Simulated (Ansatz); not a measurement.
One starting cell of Co2Si (a generated cell, Co2Si placed in the Co2Si structure type) was relaxed twice with Ansatz (plane waves, PAW, scalar-relativistic): with r2SCAN at 500 eV and with PBE at 420 eV. The r2SCAN result:

Co₂Si is taken in the orthorhombic space group Pnma (No. 62), Pearson symbol oP12. Cell: a = 4.8522 Å, b = 3.7041 Å, c = 6.9667 Å, α = β = γ = 90.00°. Co1 on 4c has 3 Si at 2.326–2.402 Å and 2 Si at 2.560 Å and 1 Si at 3.122 Å and 8 Co at 2.459–2.650 Å. Co2 on 4c is surrounded by 4 Si at 2.272–2.322 Å and 1 Si at 2.579 Å and 8 Co at 2.476–2.650 Å. Si on 4c has 7 Co at 2.272–2.402 Å and 3 Co at 2.560–2.579 Å and 1 Co at 3.122 Å (no clear gap to further neighbours). (Neighbours: up to the widest gap in distance over summed covalent radii, below 1.35, at either atom; cation-cation and far metal-metal contacts left out.)

```
quantity                                 r2SCAN   PBE
--------------------------------  -------------  ----
space group                                Pnma  Pnma
volume (Å³/atom)                          10.43   [?]
a (Å)                                     4.852   [?]
b (Å)                                     3.704   [?]
c (Å)                                     6.967   [?]
gap (eV, no spin-orbit coupling)           0.00   [?]
spin order                        ferromagnetic   [?]
net moment (μB/atom)                       0.50   [?]
```

### Question
What does PBE give for the same quantities?

### Answer

- volume (Å³/atom), PBE: 10.63
- a (Å), PBE: 4.883
- b (Å), PBE: 3.711
- c (Å), PBE: 7.042
- gap (eV, no spin-orbit coupling), PBE: 0.00
- spin order, PBE: ferromagnetic
- net moment (μB/atom), PBE: 0.20

Both levels end in the same structure; PBE's volume is 1.9 % larger. Neither column is exact.

Spin states reached: ferromagnetic; spin orders were not searched systematically. r2SCAN tends to overstate moments in metals.

The run could not lose the symmetry of its start; a randomly shaken copy of 12 atoms returns to this structure.

Ansatz is a quantum-chemistry and plane-wave program.
